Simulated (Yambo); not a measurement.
Yambo run on WS$_{2}$ (space group P6_3/mmc, No. 194). The wavefunctions are PBEsol (pw.x of Quantum ESPRESSO, ONCV potentials, with spin-orbit coupling) ones on a 6×6×1 mesh (52 occupied bands); a = 3.1538 Å, b = 3.1538 Å, c = 12.1384 Å, α = 90.00°, β = 90.00°, γ = 120.00°.

Yambo input:

```
rim_cut
gw0
dyson
el_el_corr
HF_and_locXC
cohsex
em1s
RandQpts= 1000000
RandGvec= 1 Ry
EXXRLvcs= 74 Ry
VXCRLvcs= 296 Ry
Chimod= "HARTREE"
% BndsRnXs
 9 | 258 |
%
NGsBlkXs= 6 Ry
% LongDrXs
 1.0 | 1.0 | 1.0 |
%
ExtendOut
% QPkrange
 1 | 1 | 52 | 52 |
 5 | 5 | 53 | 53 |
 7 | 7 | 52 | 53 |
%
```

k points by index: 1 = Γ, 5 = (0.167, 0.167, 0), 7 = K.

The o-*.qp file then holds:

```
#    K-point    Band    Eo [eV]    E [eV]    E-Eo [eV]    Vxc [eV]    Vnlxc [eV]    Sc|Eo [eV]    Re(Z)    Im(Z)
#
    1    52    0.000000    -1.529765    -1.529765    -15.51244    -15.89306    -1.149150    1.000000    0.000000
    5    53    0.802958    -0.224439    -1.027397    -14.28812    -10.28073    -5.034796    1.000000    0.000000
    7    52    -0.472675    -2.004955    -1.532280    -15.07563    -15.35615    -1.251764    1.000000    0.000000
    7    53    1.158919    0.360904    -0.798014    -16.17317    -11.77671    -5.194475    1.000000    0.000000
```
(The two width columns are left out.) Convergence of these settings isn't established.

Geometry relaxed with PBE+D3(BJ).
